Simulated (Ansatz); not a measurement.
# Ti: energy along a strain

Ti, Fm-3m, a = 4.060 Å (as given, not relaxed at this level: -0.3 GPa). This isn't the element's structure at ambient conditions. Ansatz: PBEsol, PAW, 420 eV, Γ-centred 20×20×20 mesh on 1 atom, Gaussian smearing 0.15 eV; no spin polarisation. Cell vectors (Å): 0.000 2.030 2.030; 2.030 0.000 2.030; 2.030 2.030 0.000. The cell is strained by x per cent times the pattern (1 -1 0 0 0 0) in the order xx yy zz yz xz xy (engineering shears), with fractional coordinates held. y is the free energy over the start, V0 = 16.731 Å³/atom. Symmetry makes y even in x.

```tsv
x (%)	y (meV/atom)
-6.00	?
-3.00	3.20
0.00	0.00
0.75	0.21
1.50	0.83
2.25	1.84
3.75	4.90
4.50	6.92
5.25	9.23
```

Question: Fit y = c2 x² + c4 x⁴ to the other rows, get the stiffness along the pattern, and predict the missing energy.

Answer: Least squares on the rows shown. y = 0.3647 x² − 0.001094 x⁴. The clamped-ion stiffness p·C·p = 2 × 3.647 eV × 160.2 / 16.731 Å³ = 70 GPa. At x = -6.00 the fit asked for gives 11.71 meV/atom. The run gave 11.78 meV/atom, so the fit is 0.07 meV/atom too low, a small miss on the scale of the series.